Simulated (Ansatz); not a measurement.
VSi2:
```cif
data_Si6V3
_chemical_formula_sum 'V3 Si6'
_space_group_name_H-M_alt 'P 1'
_space_group_IT_number 1
_cell_length_a 4.52222
_cell_length_b 4.52222
_cell_length_c 6.32165
_cell_angle_alpha 90.000
_cell_angle_beta 90.000
_cell_angle_gamma 120.000
loop_
_space_group_symop_operation_xyz
  'x, y, z'
loop_
_atom_site_label
_atom_site_type_symbol
_atom_site_fract_x
_atom_site_fract_y
_atom_site_fract_z
_atom_site_occupancy
V1 V 0.00000 0.50000 0.33333 1
V2 V 0.50000 0.00000 0.00000 1
V3 V 0.50000 0.50000 0.66667 1
Si1 Si 0.83688 0.67377 0.00000 1
Si2 Si 0.16312 0.83688 0.66667 1
Si3 Si 0.32623 0.16312 0.33333 1
Si4 Si 0.16312 0.32623 0.00000 1
Si5 Si 0.83688 0.16312 0.66667 1
Si6 Si 0.67377 0.83688 0.33333 1
```

This is the PBEsol-relaxed structure.

Problem. All from PBEsol (plane waves, PAW; program Ansatz), unless another level is named. Give the electronic character.

Solution. metallic (no gap).

Problem. Next, the formation energy from the elements (no fitted shifts)?

Solution. -0.59 eV/atom.

Problem. Give the density of states at the Fermi level.

Solution. 0.77 states/eV per atom (mean over ±0.08 eV).

Space group P6_422. The workflow started from a Materials Project entry (that database holds measured and hypothetical structures alike); the Crystallography Open Database files this formula in space group No. 181, but the cells were not matched. Its standing as an ambient phase is unchecked. The cell was relaxed with PBEsol under the symmetry of its start; whether a distortion lowers the energy is not shown. The workflow began spin-polarised and lost its moments. The references are the lowest solids computed at this level, not always the standard phases.

Potentials: the later of the program's two PAW sets.
